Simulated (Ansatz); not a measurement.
InP:
```yaml
crystal:
  lattice:
    - [7.17499, 0.00000, 0.00000]
    - [0.00000, 7.17499, 0.00000]
    - [0.00000, 0.00000, 4.16341]
  atoms:
    - { symbol: In, position: [0.32181, 0.67819, 0.00000] }
    - { symbol: In, position: [0.67819, 0.32181, 0.00000] }
    - { symbol: In, position: [0.82181, 0.82181, 0.50000] }
    - { symbol: In, position: [0.17819, 0.17819, 0.50000] }
    - { symbol: P, position: [0.31930, 0.31930, 0.00000] }
    - { symbol: P, position: [0.68070, 0.68070, 0.00000] }
    - { symbol: P, position: [0.18070, 0.81930, 0.50000] }
    - { symbol: P, position: [0.81930, 0.18070, 0.50000] }
```

Relaxed with PBEsol. Special points in fractions of this cell's reciprocal vectors: Γ (0.000, 0.000, 0.000); X (0.000, 0.500, 0.000); M (0.500, 0.500, 0.000); Z (0.000, 0.000, 0.500); R (0.000, 0.500, 0.500); A (0.500, 0.500, 0.500).

Question: List the band energies nearest the valence-band maximum at these points for plane-wave PAW PBEsol with spin–orbit coupling (Ansatz code).

Answer: In eV from the valence-band maximum; about four levels below and three above (degenerate sets whole), none deeper than 8.9 eV; points with the same levels are listed once.

```
k                    below                above
-  -----------------------  -------------------
Γ    -0.03 -0.03 0.00 0.00  0.68 0.68 1.53 1.53
X  -0.57 -0.57 -0.57 -0.57  1.99 1.99 1.99 1.99
M  -1.06 -1.06 -1.06 -1.06  1.99 1.99 1.99 1.99
Z  -1.76 -1.76 -1.76 -1.76  2.57 2.57 2.57 2.57
R  -1.04 -1.04 -1.02 -1.02  2.06 2.06 2.07 2.07
A  -1.39 -1.39 -1.39 -1.39  1.23 1.23 1.23 1.23
```

Space group P4_2/mnm. The start of the workflow was typed in or built on a structure type; neither database checked (COD, Materials Project) lists it. It is not the phase usual at ambient conditions (space group No. 216). Symmetry was held in the PBEsol relaxation; whether a distortion lowers the energy is not shown. The volume moved by 20 % from the start of the relaxation.

Potentials: the earlier of the program's two PAW sets. The files were generated under PBE; for other functionals the program regenerates the frozen cores, and for LDA and PBEsol the local potential too.
